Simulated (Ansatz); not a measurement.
HfO2 (fluorite)

```
HfO2
1.0
    0.00000     5.05889     5.05889
    2.52945     0.00000     2.52945
    2.52945     2.52945     0.00000
Hf O
2 4
Cartesian
  0.00000   0.00000   0.00000
  0.00000   2.52945   2.52945
  1.26472   1.26472   1.26472
  1.26472   3.79417   3.79417
  3.79417   3.79417   3.79417
  3.79417   6.32361   6.32361
```

In each cell atom 5 (O, nearest neighbour Hf at 2.191 Å; its periodic images, 3.6 Å or more away, move with it) moves by s·(0.577, 0.577, 0.577) (along Cartesian [111]), the rest being held.

All values below come from r2SCAN (plane waves to 500 eV, PAW, scalar-relativistic; Ansatz, a first-principles code). k mesh 9×9×9 (Γ-centred), Fermi-Dirac smearing 0.05 eV. Left out: 3 of 11 points, with atoms too close for the PAW data. F∥ is the force on the atom along that direction. HfO2 is run without spin polarisation. HfO2 was relaxed with its symmetry unable to fall. Spin-orbit coupling is left out, though Hf is heavy. The PAW data are Ansatz's earlier set. This is a high-temperature form of HfO2. 

```tsv
s (Å)	F∥ (eV/Å)
-0.660	3.904
-0.528	3.635
-0.396	3.152
-0.264	2.428
-0.132	1.414
0.000	0.000
0.132	-2.012
0.264	-4.934
```

### Question
What is the force constant k = d²E/ds² of this move at s = 0?

### Answer
12.7 eV/Å². The forces along the line at the two nearest points give (1.414 − (-2.012)) / (2·0.132) = 12.98 eV/Å²; the next pair corrects for the finite step.

(A displaced cell: forces are minus the slopes of the energy, force constants its curvatures, and phonons follow from these.)
